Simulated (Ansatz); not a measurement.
Method: PBE, no spin polarisation; PAW, plane waves to 420 eV, 7×7×7 Γ-centred mesh, fermi-dirac occupations (width 0.1 eV) (Ansatz 0.2.0), atoms fixed.

Computed maps in the lattice plane spanned by a (left to right, 6.13 Å, 19 points from zero) and b (bottom to top, 6.13 Å, 19 points from zero), 60° apart, at height 0.874 along c. The fields are smooth PAW ones with compensation charges, not the true ones near nuclei.

Valence density. Digits on a logarithmic scale: 0 up to 0.03 e/Å³, each further digit a factor of 1.6, 9 from 1.3 e/Å³ up:
```
9975567614775445799
9975556765776434689
8875445677776434567
6665434567776544456
5554434456665555555
5443344555555556665
6543445666555567777
7654456777665567777
7765457777776567753
5776557763676556761
6776556773377655676
7776556787677654567
6776555677777654456
5555555566776654334
3444555555555554443
4334566665444455555
5444567776543456776
7644577787643456899
9765567657764346899
```

ELF. Ten even steps from '0' (0.00) to '9' (0.90):
```
4543488100486224543
4554358700287312454
5554236876787411345
4443212578886321234
3332111235664334443
4221123433322346776
8521246776321368888
8852268888742268624
2884368734884258600
0896369800187437800
1898458940038635871
7999637994038732578
8998523799778741247
5665432368888742113
1233456544566543221
2112579974223333443
4213689998521234454
5433688789841134555
5543687003873134544
```

Task: The cell is AlBiP₃. Which atoms lie within 0.2 Å of this plane, and where (fractions of a and b)?

Result: P at (0.49, 0.44), P at (0.95, 0.49), P at (0.44, 0.95). The whole cell:
```
Bi P Al
1.0
     3.06455    5.30795    0.00000
    -3.06455    5.30795    0.00000
     0.00000   -3.53864    5.09037
Bi P Al
2 6 2
Direct
  0.00000 0.00000 0.00000
  0.50000 0.50000 0.50000
  0.49070 0.43540 0.87430
  0.94820 0.49070 0.87430
  0.43540 0.94820 0.87430
  0.44820 0.93540 0.37430
  0.93540 0.99070 0.37430
  0.99070 0.44820 0.37430
  0.22220 0.22220 0.66660
  0.72220 0.72220 0.16660
```

Origin: a known structure type with other elements, at an estimated volume, so it need not be a known compound. Caveats: many states at the Fermi level without spin polarisation, so a magnetic state may lie lower; atoms or cell far from equilibrium.
